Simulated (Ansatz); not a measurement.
**ZrH: frozen-core PAW against all-electron methods**

```
CELL_PARAMETERS angstrom
3.24279 0.00000 0.00000
0.00000 3.24279 0.00000
0.00000 0.00000 4.94800
ATOMIC_POSITIONS crystal
Zr 0.00000 0.50000 0.00000
Zr 0.50000 0.00000 0.50000
H 0.00000 0.00000 0.75000
H 0.00000 0.00000 0.25000
```

Atoms are numbered in the order listed.

The conventional cell has a = 3.243 Å, b = 3.243 Å, c = 4.948 Å, α = 90.00°, β = 90.00°, γ = 90.00°. Zr (atom 1) is surrounded by 4 H at 2.04 Å. H (atom 3) has 4 Zr at 2.04 Å as nearest neighbours.

The cell comes from COD entry 1540981, which wasn't checked; take it as a given geometry.

All numbers are computed: DFT, PBEsol, PAW with Ansatz's default frozen-core files, scalar-relativistic (Ansatz 0.2.0); DFT, PBEsol, all-electron PAW with datasets made for the crystal, scalar-relativistic (Ansatz 0.2.0); DFT, PBEsol, all-electron LAPW, scalar-relativistic (Ansatz 0.2.0).

For PAW: a Γ-centred 9×9×6 k mesh, Fermi–Dirac smearing of 0.02 eV, cutoff 420 eV, no spin polarisation; the PAW files were made with PBE, and the program remakes their frozen cores for this functional. The crystal-made all-electron datasets (AE datasets) take a cutoff of 280 eV at this cell. LAPW targets a basis error of 0.5 meV/atom. The Ansatz runs share mesh, smearing and spin set-up. Plane-wave (PAW) pressures include the program's estimate of the Pulay term.

Stress and pressure are positive in compression.

Spin–orbit coupling is left out, which moves gradients at and beside heavy atoms by some per cent and at worst by a factor of two.

In a metal, gradients converge slowly with the k mesh: the values move by tens of per cent from one mesh to another, at times in sign, so only the comparison on one mesh counts.

Levels count from the Fermi level.

| quantity | PAW | AE datasets | LAPW |
| --- | --- | --- | --- |
| pressure (GPa) | -2.58 | -2.56 | -2.56 |
| stress xx (GPa) | -3.10 | -3.08 | -3.08 |
| stress zz (GPa) | -1.53 | -1.51 | -1.51 |
| highest filled level at R (eV) | -0.149 | -0.149 | -0.149 |
| lowest empty level at R (eV) | 0.273 | 0.273 | 0.273 |
| highest filled level at M (eV) | -1.857 | -1.856 | -1.856 |
| lowest empty level at M (eV) | 2.849 | 2.849 | 2.848 |
| highest filled level at Γ (eV) | -2.877 | -2.877 | -2.877 |
| lowest empty level at Γ (eV) | 0.050 | 0.050 | 0.050 |
| largest principal field gradient Vzz at Zr1 (10²¹ V/m²) | 7.57 | 7.54 | – |
